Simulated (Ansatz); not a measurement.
## KV2I3O13: ³⁹K NMR of the central transition

Cell: a diffraction structure from the COD, its atoms then relaxed with PBE in this cell.

Space group Ima2 (No. 46); a = 14.1360, b = 10.2010, c = 8.0638 Å.

```csv
site,Wyckoff,site symmetry,x,y,z
K,4b,m..,0.7500,0.8914,0.5353
V,8c,1,0.1283,0.4804,0.4846
I7,4b,m..,0.2500,0.7214,0.7398
I9,8c,1,0.4923,0.2487,0.7524
O13,8c,1,0.1497,0.6179,0.6558
O17,4b,m..,0.7500,0.1516,0.4467
O19,8c,1,0.5996,0.1559,0.8170
O23,8c,1,0.4011,0.1129,0.7814
O27,8c,1,0.4678,0.3439,0.9366
O31,8c,1,0.1503,0.3558,0.6049
O35,4b,m..,0.7500,0.0122,0.9081
O37,4a,..2,0.0000,0.5000,0.5307
```

One atom of each set is listed; the run and its k-mesh use a cell of 38 atoms with edges of 9.60, 9.60, 9.60 Å.

Computed with Ansatz: DFT, r2SCAN, plane waves and PAW, scalar-relativistic, 500 eV cutoff, Γ-centred 4×4×4 k-points, Fermi–Dirac smearing 0.02 eV.

³⁹K has I = 3/2 and Q = 60.30 mb (Pyykkö 2018); at 23.5 T its Larmor frequency is ν₀ = 46.7 MHz. Only the quadrupole interaction is simulated: positions count from each site's isotropic chemical shift, and J coupling is left out, as are shift anisotropy and dipolar coupling, which fast spinning averages.

(1) Give C_Q, η, the quadrupolar product P_Q = |C_Q|(1 + η²/3)^½, the second-order isotropic shift and the breadth of the pattern (fast magic-angle spinning) for each K site.

Answers

(1) 

```
site         first shell  C_Q (MHz)     η  P_Q (MHz)  δ_QIS (ppm)  breadth (kHz)
   K  8 O at 2.75–3.25 Å       2.56  0.48       2.65        -80.6           8.74
```

δ_QIS = −(ν_Q²/30ν₀²)[I(I+1) − 3/4](1 + η²/3) × 10⁶ ppm with ν_Q = 3|C_Q|/[2I(2I−1)]; it falls as 1/B₀² in ppm, and the breadth as 1/B₀ in kHz.

At this cell the principal stresses reach 6 GPa in size with r2SCAN, which can matter for small gradients. The largest force is 0.9 eV/Å, so the atoms aren't at the calculated equilibrium and relaxing them would move these values.
